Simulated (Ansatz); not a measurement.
The cell below belongs to a search over invented structures; it isn't taken from experiment.

Input and command of a plane-wave DFT calculation in Ansatz:

```yaml
crystal:
  lattice:
    - [5.6740686866, 0.0, 0.0]
    - [0.0, 3.6472179916, 0.0]
    - [-1.1425450893, 0.0, 5.8663482046]
  atoms:
    - { symbol: In, position: [0.3890305115, 0.5, 0.8811744225] }
    - { symbol: In, position: [0.082260302, 0.0, 0.2214642303] }
    - { symbol: In, position: [0.8456117201, 0.0, 0.5934027451] }
    - { symbol: P, position: [0.4191733273, 0.5, 0.3345940858] }
    - { symbol: "N", position: [0.6065641064, 0.5, 0.5994022715], spin: 1.0 }
    - { symbol: "N", position: [0.1573609927, 0.0, 0.8699622349], spin: 1.0 }
basis:
  ecutwfc: 420
kpoints:
  mp_grid: { grid: [4, 6, 4] }
hamiltonian:
  xc: pbe
scf:
  occupations: { method: gaussian, width: 0.1 }
  lower_state_search: "off"
output:
  forces: true
  stress: true
  eigenvalues: true
  populations: true
magnetization:
  spin_polarized: true
```

```bash
ansatz run input.yaml --threads 1 --pin off --max-ram 2560MiB --backend cpu --events-out ev --progress --plain --runs-dir out
```

Processor: Intel(R) Xeon(R) Processor @ 2.50GHz (Skylake/Cascade Lake), 1 thread, on a host shared with other jobs.

Q: How long does it run, and how much memory does it take?

A: About 2.1 min, peak memory 0.52 GiB. It solves 34 bands at 40 k points (after reduction by symmetry) with about 2375 plane waves, in 17 SCF iterations.
